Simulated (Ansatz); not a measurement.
Cu2BeSiS4 in the stannite structure at its r2SCAN geometry, run in Ansatz at 3 levels of theory. These are computed values for a spin-unpolarised cell that may be hypothetical; none is a measurement.

The r2SCAN input:
```yaml
crystal:
  lattice:
    - [-2.5029285361, 2.5029285361, 5.2983880723]
    - [2.5029285361, -2.5029285361, 5.2983880723]
    - [2.5029285361, 2.5029285361, -5.2983880723]
  atoms:
    - { symbol: Cu, position: [0.75, 0.25, 0.5] }
    - { symbol: Cu, position: [0.25, 0.75, 0.5] }
    - { symbol: Be, position: [0.0, 0.0, 0.0] }
    - { symbol: Si, position: [0.5, 0.5, 0.0] }
    - { symbol: S, position: [0.8665282374, 0.8665282374, 0.5014164823] }
    - { symbol: S, position: [0.1334717626, 0.6348882449, 0.0] }
    - { symbol: S, position: [0.6348882449, 0.1334717626, 0.0] }
    - { symbol: S, position: [0.3651117551, 0.3651117551, 0.4985835177] }
kpoints:
  mp_grid: { grid: [8, 8, 8] }
  band_path:
    path:
      - [0.0, 0.0, 0.0]
      - [0.0, 0.0, 0.5]
      - [0.25, 0.25, 0.25]
      - [0.0, 0.5, 0.0]
      - [0.5, 0.5, -0.5]
      - [0.3057891031, 0.6942108969, -0.3057891031]
      - [-0.3057891031, 0.3057891031, 0.3057891031]
      - [-0.1115782062, 0.1115782062, 0.5]
      - [0.5, 0.5, -0.1115782062]
    npoints: 1
hamiltonian:
  xc: r2scan
scf:
  occupations: { method: fixed }
  n_extra_bands: 6
output:
  forces: true
  stress: true
  eigenvalues: true
  write_density: true
  write_potential: true
  elf: true
  volumetric_format: npy
```

Main results, then, where recorded, the levels near the gap in eV from the Fermi energy (columns number the bands from 0), one row a point of the path (Γ, X, P, N, M, S, S₀, R, G):
```
Crystal: 8 atoms, lattice volume = 132.770 Å³
Symmetry: 8 space group operations
Space group: I-42m (ITA 121)
```
```
Basis set: ecut = 500 eV, 3411 PW (Γ)
Bands: 40, of which v1, the nominal top of the filled ones, is band 34 counted from 1 (33 counted from 0)
k-points: 59 of 512 (time reversal used)
Free energy (F): -17623.762808 eV
Fermi energy:    8.236553 eV
--- Forces (eV/Å), atoms counted from 1 ---
  atom   1  Cu      0.00000      0.00000      0.00000
  atom   2  Cu      0.00000      0.00000      0.00000
  atom   3  Be      0.00000      0.00000      0.00000
  atom   4  Si      0.00000      0.00000      0.00000
  atom   5  S       0.00070      0.00070      0.00057
  atom   6  S       0.00070    -0.00070    -0.00057
  atom   7  S     -0.00070      0.00070    -0.00057
  atom   8  S     -0.00070    -0.00070      0.00057
--- Stress (GPa, compression-positive) ---
       -0.004212       0.000000       0.000000
        0.000000      -0.004212       0.000000
        0.000000       0.000000      -0.003465
  P = ⅓ Tr σ = -0.0040 GPa (-0.040 kbar)
```
```tsv
band_31	band_32	band_33	band_34	band_35	band_36
-1.043	0.000	0.000	2.000	2.104	3.794
-0.894	-0.464	-0.199	1.890	3.038	3.360
-1.415	-0.420	-0.247	2.050	3.054	4.262
-1.199	-0.626	-0.613	3.539	3.609	3.786
-1.407	-0.787	-0.787	1.855	2.039	2.039
-1.142	-1.069	-0.374	2.541	3.641	3.825
-1.142	-1.069	-0.374	2.541	3.641	3.825
-0.972	-0.654	-0.293	2.176	3.438	3.443
-0.972	-0.654	-0.293	2.176	3.438	3.443
```

The r2SCAN gap is indirect, 1.86 eV (Γ to M), below the direct gap of 2.00 eV at Γ. The lowest empty level at X lies only 35 meV higher, so the place of the conduction bottom isn't settled.

Task: In the first input these blocks are replaced (the band path and keys that only write files left aside):
```yaml
kpoints:
  mp_grid: { grid: [4, 4, 4] }
hamiltonian:
  xc: hse06
```
What comes out?

Result:
```
Basis set: ecut = 420 eV, 2597 PW (Γ)
Bands: 40, of which v1, the nominal top of the filled ones, is band 34 counted from 1 (33 counted from 0)
k-points: 13 of 64 (time reversal used)
Exchange kernel: α = 0.2500, screened, ω = 0.2079 Å⁻¹, Wigner–Seitz truncation, v(0) = 1045.8134 eV·Å³, q-mesh 4×4×4
hybrid outer 1: dexx = +4.249e-2 eV, tail = 1.56e-4 eV
hybrid outer 2: dexx = +1.907e-6 eV, tail = 1.20e-7 eV, Δε = 4.99e-3 eV, ΔF = 2.60e-3 eV/Å
hybrid outer 3: dexx = +2.764e-9 eV, tail = 1.66e-9 eV, Δε = 1.47e-4 eV, ΔF = 1.37e-4 eV/Å
Free energy (F): -17593.282563 eV
Fermi energy:    7.526945 eV
--- Forces (eV/Å), atoms counted from 1 ---
  atom   1  Cu      0.00000      0.00000      0.00000
  atom   2  Cu      0.00000      0.00000      0.00000
  atom   3  Be      0.00000      0.00000      0.00000
  atom   4  Si      0.00000      0.00000      0.00000
  atom   5  S     -0.02938    -0.02938    -0.30049
  atom   6  S     -0.02938      0.02938      0.30049
  atom   7  S       0.02938    -0.02938      0.30049
  atom   8  S       0.02938      0.02938    -0.30049
--- Stress (GPa, compression-positive) ---
        0.706435       0.000000       0.000000
        0.000000       0.706435       0.000000
        0.000000       0.000000       1.366269
  P = ⅓ Tr σ = 0.9264 GPa (9.264 kbar)
```
```tsv
band_31	band_32	band_33	band_34	band_35	band_36
-0.969	0.000	0.000	2.843	2.843	4.736
-1.023	-0.513	-0.227	2.735	3.945	4.390
-1.683	-0.473	-0.270	2.906	3.962	5.285
-1.609	-0.774	-0.762	4.472	4.593	4.758
-1.794	-0.916	-0.916	2.710	2.850	2.850
-1.473	-1.365	-0.480	3.423	4.611	4.776
-1.473	-1.365	-0.480	3.423	4.611	4.776
-1.120	-0.769	-0.337	3.026	4.392	4.450
-1.120	-0.769	-0.337	3.026	4.392	4.450
```
The HSE06 gap is indirect, 2.71 eV (Γ to M), below the direct gap of 2.84 eV at Γ. The lowest empty level at X lies only 25 meV higher, so the place of the conduction bottom isn't settled. The mean pressure at these positions is +0.9 GPa, compression counted positive. (The program warns that its thresholds are loose for a hybrid's stress.)

Task: Another run on the same cell gave
```
Basis set: ecut = 420 eV, 2597 PW (Γ)
Bands: 40, of which v1, the nominal top of the filled ones, is band 34 counted from 1 (33 counted from 0)
k-points: 13 of 64 (time reversal used)
hybrid outer 1: dexx = +6.275e-2 eV, tail = 1.82e-4 eV
hybrid outer 2: dexx = +2.454e-6 eV, tail = 1.52e-7 eV, Δε = 3.61e-3 eV, ΔF = 3.17e-3 eV/Å
hybrid outer 3: dexx = +3.603e-9 eV, tail = 1.93e-9 eV, Δε = 2.01e-4 eV, ΔF = 2.13e-4 eV/Å
Free energy (F): -17594.505133 eV
Fermi energy:    7.158289 eV
--- Forces (eV/Å), atoms counted from 1 ---
  atom   1  Cu      0.00000      0.00000      0.00000
  atom   2  Cu      0.00000      0.00000      0.00000
  atom   3  Be      0.00000      0.00000      0.00000
  atom   4  Si      0.00000      0.00000      0.00000
  atom   5  S     -0.03778    -0.03778    -0.30441
  atom   6  S     -0.03778      0.03778      0.30441
  atom   7  S       0.03778    -0.03778      0.30441
  atom   8  S       0.03778      0.03778    -0.30441
--- Stress (GPa, compression-positive) ---
        0.584905       0.000000       0.000000
        0.000000       0.584905       0.000000
        0.000000       0.000000       1.232177
  P = ⅓ Tr σ = 0.8007 GPa (8.007 kbar)
```
```tsv
band_31	band_32	band_33	band_34	band_35	band_36
-0.977	0.000	0.000	3.550	3.561	5.452
-1.036	-0.530	-0.237	3.448	4.673	5.109
-1.711	-0.489	-0.281	3.623	4.691	6.019
-1.640	-0.790	-0.777	5.198	5.330	5.489
-1.827	-0.939	-0.939	3.423	3.559	3.559
-1.500	-1.387	-0.492	4.136	5.346	5.509
-1.500	-1.387	-0.492	4.136	5.346	5.509
-1.135	-0.790	-0.347	3.741	5.125	5.174
-1.135	-0.790	-0.347	3.741	5.125	5.174
```
Which level of theory gave it?

Result: It is PBE0, judged by the exchange loop and the size of the gap (a near hybrid could fit too), on 4×4×4; the blocks that differ from the first input, but for the band path:
```yaml
kpoints:
  mp_grid: { grid: [4, 4, 4] }
hamiltonian:
  xc: pbe0
```
With PBE0 the valence top lies at Γ and the conduction bottom at M, 3.42 eV higher; the smallest vertical gap, at Γ, is 3.55 eV. The lowest empty level at X lies only 26 meV higher, so the place of the conduction bottom isn't settled. The mean pressure at these positions is +0.8 GPa, compression counted positive. (The program warns that its thresholds are loose for a hybrid's stress.)

The hybrids run on coarser meshes, which limits their stresses and small splittings of levels.

Totals of different functionals can't be compared.
